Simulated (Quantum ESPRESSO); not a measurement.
# Planted mistakes on one cell of Si2GaO5F

The results below are calculated, not measured. They come from pw.x of Quantum ESPRESSO 7.5, a plane-wave density functional program, with PseudoDojo standard norm-conserving files (v0.5 for PBE, v0.4.1 for LDA and PBEsol). The cells are made up: elements, strain and atom displacements were drawn at random, and nothing was relaxed. There is no spin polarisation, spin-orbit coupling or dispersion term.

The cell has 9 sites of a quartz lattice. Sites 1 to 3 hold Si Ga Si; sites 4 to 9 hold O O O F O O. Cell vectors in Å: (5.057, -0.083, -0.021); (-2.600, 4.363, 0.044); (-0.023, 0.043, 5.587). Settings: PBE, cutoff 1143 eV, 5 x 5 x 4 k mesh shifted by half a step, Fermi-Dirac smearing of 0.025 eV.

The intended run has a self-consistency threshold of 1e-07 eV, a smearing term of 0.000 eV, a pressure of 15.69 GPa and 12 iterations. Each further run changes one thing: all lengths scaled by 1.0198; atoms of sites 5 and 7 exchanged; cutoff 685 eV; files of PBEsol; one electron added; smearing 0.46 eV; threshold 0.3 eV. A coarse mesh keeps the shift, and a charged cell sits in a uniform background.

| run | change of free energy (eV) | smearing term -TS (eV) | change of P (GPa) | largest change of a force component (eV/Å) | iterations |
| --- | --- | --- | --- | --- | --- |
| A | 0.324 | 0.000 | -0.43 | 4.320 | 11 |
| B | 12.541 | 0.000 | -3.68 | 0.327 | 12 |
| C | -0.005 | -0.033 | 0.05 | 0.011 | 11 |
| D | 9.728 | 0.000 | -76.89 | 0.337 | 11 |
| E | 8.559 | -0.003 | 21.41 | 1.234 | 11 |
| F | 0.150 | 0.000 | -7.42 | 2.925 | 3 |
| G | -0.468 | 0.000 | -10.61 | 1.069 | 12 |

A rerun of the intended cell at 1437 eV and k mesh 7 x 7 x 6 moved values by no more than 0.003 eV in the cell's energy, 0.02 GPa in stress and 0.003 eV/Å in force.

Question: which change belongs to which run?

## Worked reading

Run F has the fewest iterations, as a run stopped early does. Run C has the largest smearing term, as wide smearing gives. Run D has a higher energy and the largest fall in pressure, as too small a basis gives. Run G changes the volume by a factor of 1.0606; minus its pressure change over the logarithm of that factor, 180 GPa, is a rough bulk modulus with clamped atoms. Energies from files of another functional, or of a charged cell, have another zero and say nothing on stability; the pressure of a charged cell rests on the program's zero of potential too.

## Key

| run | change |
| --- | --- |
| A | atoms of sites 5 and 7 exchanged |
| B | files of PBEsol |
| C | smearing 0.46 eV |
| D | cutoff 685 eV |
| E | one electron added |
| F | threshold 0.3 eV |
| G | all lengths scaled by 1.0198 |